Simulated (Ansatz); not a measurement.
Data:

Sb$_{2}$Au:
```
Sb2Au
1.0
    6.73485     0.00000     0.00000
    0.00000     6.73485     0.00000
    0.00000     0.00000     6.73485
Sb Au
8 4
Direct
  0.37650   0.12350   0.87650
  0.62350   0.87650   0.12350
  0.12350   0.87650   0.37650
  0.87650   0.12350   0.62350
  0.87650   0.37650   0.12350
  0.12350   0.62350   0.87650
  0.62350   0.62350   0.62350
  0.37650   0.37650   0.37650
  0.00000   0.50000   0.50000
  0.50000   0.50000   0.00000
  0.50000   0.00000   0.50000
  0.00000   0.00000   0.00000
```

This is the r²SCAN-relaxed structure.

Q: All from the program Ansatz at the r²SCAN level (PAW), unless another level is named. Give the electronic character.

A: metallic (no gap).

Q: What about the formation energy from the elements (no fitted shifts)?

A: -0.057 eV/atom.

Q: Give the density of states at the Fermi level.

A: 0.37 states/eV per atom (mean over ±0.08 eV).

Q: Give the gap with spin–orbit coupling.

A: none (metallic).

Space group Pa-3. The workflow started from a Materials Project entry (that database holds measured and hypothetical structures alike); the Crystallography Open Database files this formula in space group No. 205, but the cells were not matched. Whether it is the stable phase at ambient conditions was not checked. The r²SCAN relaxation kept the symmetry of its start; whether a distortion lowers the energy is not shown. The references are the lowest solids computed at this level, not always the standard phases. Scalar-relativistic: spin–orbit coupling is off unless named, which matters more the heavier the elements.

Potentials: the later of the program's two PAW sets.
